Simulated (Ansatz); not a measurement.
Nb₃Ir (Cu3Au type, Pm-3m), a = b = c = 4.057 Å, α = β = γ = 90.00°.

Relaxed with PBEsol.

Question: Decompose the optical modes at the zone centre into irreducible representations, and say which are infrared and Raman allowed.

Answer: Point group m-3m: Γ_opt = 2T1u + T2u. Infrared: T1u. Raman: none.

Question: Assign frequencies (DFPT, plane-wave PAW PBEsol (Ansatz code)).

Answer: T1u 109, T2u 121, T1u 242 cm⁻¹.

A made-up cell: these elements were put on the sites of a structure type; neither database checked (COD, Materials Project) lists it. COD files the formula under space group No. 223. Its standing as an ambient phase is unchecked. The PBEsol relaxation kept the symmetry of its start. At this level the phase is mechanically unstable. No spin polarisation was allowed. As this level gives no gap, phonon frequencies hold no LO–TO term and depend on the k-mesh and smearing (Fermi–Dirac, 0.1 eV here). Spin–orbit coupling is left out wherever it is not named.

Potentials: the earlier of the program's two PAW sets. The files were generated under PBE; for other functionals the program regenerates the frozen cores, and for LDA and PBEsol the local potential too.
